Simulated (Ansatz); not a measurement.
TlCl:
```yaml
crystal:
  lattice:
    - [3.91746, 0.00000, 0.00000]
    - [0.00000, 3.91746, 0.00000]
    - [0.00000, 0.00000, 3.91746]
  atoms:
    - { symbol: Tl, position: [0.00000, 0.00000, 0.00000] }
    - { symbol: Cl, position: [0.50000, 0.50000, 0.50000] }
```

PBE+D3(BJ) in the plane-wave PAW code Ansatz gives a gap of 2.23 eV without spin–orbit coupling, maximum at X, minimum at X.

**Question.** What happens when spin–orbit coupling is switched on?

**Answer.** The gap decreases by 0.39 eV, to 1.84 eV; maximum at X, minimum at R.

**Question.** Give the electron effective mass with spin–orbit coupling.

**Answer.** 0.36 mₑ (isotropic).

**Question.** Give the hole effective mass with spin–orbit coupling.

**Answer.** 0.31, 0.64, 0.64 mₑ (principal values).

Space group Pm-3m (CsCl type). The PBE+D3(BJ) relaxation kept the symmetry of its start; phonons on a q-mesh show weakly imaginary modes.

Potentials: the later of the program's two PAW sets.
